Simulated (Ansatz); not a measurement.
Consider the following.

Cr3NiC:
```
CELL_PARAMETERS angstrom
      3.78981     0.00000     0.00000
      0.00000     3.78981     0.00000
      0.00000     0.00000     3.78981
ATOMIC_POSITIONS crystal
  Cr 0.50000 0.50000 0.00000
  Cr 0.00000 0.50000 0.50000
  Cr 0.50000 0.00000 0.50000
  Ni 0.00000 0.00000 0.00000
  C  0.50000 0.50000 0.50000
```

This is the PBE-relaxed structure.

Task: All from the program Ansatz at the PBE level (PAW), unless another level is named. Estimate the electronic character.

Result: metallic (no gap).

Task: Predict the formation energy from the elements (no fitted shifts).

Result: 13 kJ/mol of atoms.

Task: And the density of states at the Fermi level?

Result: 1.0 states/eV per atom (mean over ±0.08 eV).

Space group Pm-3m (anti-perovskite). The start of the workflow was typed in or built on a structure type; neither database checked (COD, Materials Project) lists it. Whether it is the stable phase at ambient conditions was not checked. Symmetry was held in the PBE relaxation; its stability against distortions is not shown here. The workflow began spin-polarised and lost its moments. The references are the lowest solids computed at this level, not always the standard phases.

Potentials: the earlier of the program's two PAW sets.
